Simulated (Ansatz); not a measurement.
Input for Ansatz (plane-wave DFT, PAW):

```yaml
crystal:
  lattice:
    - [5.6581536275, 0.0, 0.0]
    - [-1.8860512092, 5.3345583986, 0.0]
    - [0.0, 0.0, 22.6198630912]
  atoms:
    - { symbol: O, position: [1.1808370573, 0.760748036, 0.6636972551] }
    - { symbol: H, position: [1.0374581797, 0.6033559146, 0.6664246734] }
    - { symbol: H, position: [1.1067728192, 0.8952754075, 0.666706366] }
basis:
  ecutwfc: 420
kpoints:
  mp_grid: { grid: [4, 4, 1] }
hamiltonian:
  xc: pbe
  dispersion: d3bj
scf:
  occupations: { method: gaussian, width: 0.1 }
output:
  forces: true
  eigenvalues: true
  write_density: true
  volumetric_format: npy
efield:
  axis: 3
  dipole_correction: true
  ramp_width: 0.04
```

Command:
```bash
ansatz run input.yaml --threads 4 --pin off --max-ram 10240MiB --backend cpu --events-out ev --progress --plain --runs-dir out
```

Computed with DFT PBE+D3(BJ), scalar-relativistic, plane waves, PAW (Ansatz).

Part of what the program printed, abridged (iterations and final results):

```
SCF iter   1: F=—  HF=-599.239092 eV  |F-HF|=—  |Δ(HF+E_count)|=         —  Δρ=6.44e-4  dr2=4.68e-3  ethr=1.77e-3  p=0.036 e·Å  D=9.66e-3 V/Å  ΔV_dip=-0.22 eV  dr2_dipole=1.19e-7  V_vac-E_F(+/−)=4.58/4.80 eV  ⟨swp⟩=6.1  Hψ=706  notcnv=0
efield: sawtooth ramp at fractional position 0.1452 (placed from the atoms, in the widest stretch of the axis that holds none; the zero of the levels goes with the place), width 0.0400; the density the first Hamiltonian is built on has a dipole p = 0.036 e·Å; the dipole correction subtracts the counter field D = 9.66e-3 V/Å, which shifts the + side's vacuum level by -0.22 eV against the − side's; the planar-averaged density in the ramp window peaks in size at 8.8e-7 e/Å³
SCF iter   2: F=—  HF=-599.238677 eV  |F-HF|=—  |Δ(HF+E_count)|=   4.15e-4  Δρ=4.15e-4  dr2=7.34e-4  ethr=5.85e-5  p=0.037 e·Å  D=9.79e-3 V/Å  ΔV_dip=-0.22 eV  dr2_dipole=7.97e-9  V_vac-E_F(+/−)=4.52/4.74 eV  ⟨swp⟩=2.4  Hψ=221  notcnv=0
SCF iter   3: F=—  HF=-599.238601 eV  |F-HF|=—  |Δ(HF+E_count)|=   7.57e-5  Δρ=1.09e-4  dr2=1.56e-4  ethr=9.18e-6  p=0.037 e·Å  D=9.76e-3 V/Å  ΔV_dip=-0.22 eV  dr2_dipole=9.07e-9  V_vac-E_F(+/−)=4.54/4.76 eV  ⟨swp⟩=2.1  Hψ=111  notcnv=0
SCF iter   4: F=—  HF=-599.238557 eV  |F-HF|=—  |Δ(HF+E_count)|=   4.38e-5  Δρ=4.28e-5  dr2=2.25e-5  ethr=1.96e-6  p=0.037 e·Å  D=9.79e-3 V/Å  ΔV_dip=-0.22 eV  dr2_dipole=1.20e-9  V_vac-E_F(+/−)=4.53/4.75 eV  ⟨swp⟩=2.0  Hψ=115  notcnv=0
SCF iter   5: F=—  HF=-599.238560 eV  |F-HF|=—  |Δ(HF+E_count)|=   2.66e-6  Δρ=1.32e-5  dr2=1.29e-6  ethr=2.81e-7  p=0.037 e·Å  D=9.81e-3 V/Å  ΔV_dip=-0.22 eV  dr2_dipole=4.01e-11  V_vac-E_F(+/−)=4.52/4.75 eV  ⟨swp⟩=2.8  Hψ=111  notcnv=0
SCF iter   6: F=-599.238571 eV  HF=-599.238571 eV  |F-HF|=4.61e-7  |Δ(HF+E_count)|=   1.07e-5  Δρ=1.59e-6  dr2=2.15e-8  ethr=1.25e-9  p=0.037 e·Å  D=9.81e-3 V/Å  ΔV_dip=-0.22 eV  dr2_dipole=1.33e-11  V_vac-E_F(+/−)=4.52/4.75 eV  ⟨swp⟩=11.1  Hψ=708  notcnv=0
SCF iter   7: F=-599.238571 eV  HF=-599.238571 eV  |F-HF|=3.81e-9  |Δ(HF+E_count)|=   4.63e-7  Δρ=3.99e-7  dr2=7.26e-10  ethr=2.69e-10  p=0.037 e·Å  D=9.82e-3 V/Å  ΔV_dip=-0.22 eV  dr2_dipole=2.76e-14  V_vac-E_F(+/−)=4.52/4.75 eV  ⟨swp⟩=7.3  Hψ=518  notcnv=0
SCF 1 converged in 7 iterations: F = -599.238571 eV  dr2 = 7.26e-10
SCF converged after 7 iterations
an eigenvalue changed by more than its tolerance at an iteration that met the thresholds in force, so the SCF went on 1 time: the last check found none over its tolerance
Free energy (F): -599.238571 eV
Harris-Foulkes:  -599.238571 eV  (|F-HF|=3.81e-9)
Internal energy: -599.238571 eV  (E = F + TS)
E sigma→0 (E₀):  -599.238571 eV
Fermi energy:    -4.417542 eV
Dipole field:    D = 0.009817 V/Å  (p = 0.037041 e·Å, saw-weighted, corrected)
Work function:   Φ+ = 4.5240 eV   Φ− = 4.7461 eV
Levels:          The Fermi level and band energies are counted from a zero that moves with the ramp; work functions are not
--- Per-component energies (eV) ---
  E_band       = -108.703167
  E_kinetic    = 201.120431
  E_local      = -1436.437562  (includes V_loc(G=0)·N_el)
  E_nonlocal   = 51.425452
  E_hartree    = 613.987487
  E_xc         = -90.342685
  E_vxc        = -115.373893  (∫ρ·V_xc dr)
  E_paw        = -159.452971  (= ΣΔE_a)
  E_vpaw       = -37.413821  (= ΣTr[D̂ρ^β])
  E_aug_tail   = -0.000008  (compensation charges beyond the density's cutoff)
  E_efield     = 0.000182  (sawtooth field / dipole correction)
  E_vefield    = 0.001763  (∫n·V_field dr)
  E_ewald      = 220.473670
  E_disp       = -0.012566  (pairwise vdW)
  E_smearing   =  0.000000  (= −TS)
--- Forces (eV/Å), atoms counted from 1 ---
  atom   1  O     -0.70099046    -0.09878669     0.10350348
  atom   2  H      0.27894015     0.77311043    -0.04985359
  atom   3  H      0.42206089    -0.67432920    -0.05365136
--- Band table (eV; the first three rows and the last of 10) ---
  k-point 0: bands = ["-25.0398", "-12.9162", "-9.2306", "-7.1525", "-1.6930", "0.1008", "0.2705", "0.8873"]
  k-point 1: bands = ["-25.0396", "-12.9233", "-9.2308", "-7.1498", "-1.3196", "0.4218", "0.5978", "1.2166"]
  k-point 2: bands = ["-25.0393", "-12.9303", "-9.2310", "-7.1472", "-0.4002", "-0.0836", "1.3792", "1.3874"]
  k-point 9: bands = ["-25.0392", "-12.9283", "-9.2491", "-7.1448", "-0.1583", "0.3276", "1.7720", "1.8214"]
```

The run converged.

It took 1.4 s on 4 threads of Intel(R) Xeon(R) 6975P-C (Granite Rapids), with other jobs on the host, peak memory 0.74 GiB.